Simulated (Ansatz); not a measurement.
With PBEsol (plane waves, PAW; program Ansatz), Sb in the diamond structure (Fd-3m) relaxes to a = 6.874 Å. Sb has 4 nearest neighbours from 2.98 Å (tetrahedral).

Electronic character: metallic (no gap). Gap from PBEsol with spin–orbit coupling: none (metallic).

An equation-of-state fit gives a bulk modulus of 34.8 GPa. The relaxed-ion elastic constants in GPa are C11 = 27.8, C12 = 38.1, C44 = -20.5. The highest mode at Γ lies at 129 cm⁻¹.

The start of the workflow was typed in or built on a structure type; neither database checked (COD, Materials Project) lists it. It is not the phase usual at ambient conditions (space group No. 166). Symmetry was held in the PBEsol relaxation. At this level the phase is mechanically unstable. As this level gives no gap, shear constants depend on the k-mesh and smearing (Fermi–Dirac, 0.1 eV here). As this level gives no gap, phonon frequencies hold no LO–TO term and depend on the k-mesh and smearing (Fermi–Dirac, 0.1 eV here). Spin–orbit coupling is left out wherever it is not named.

Potentials: the earlier of the program's two PAW sets. The files were generated under PBE; for other functionals the program regenerates the frozen cores, and for LDA and PBEsol the local potential too.
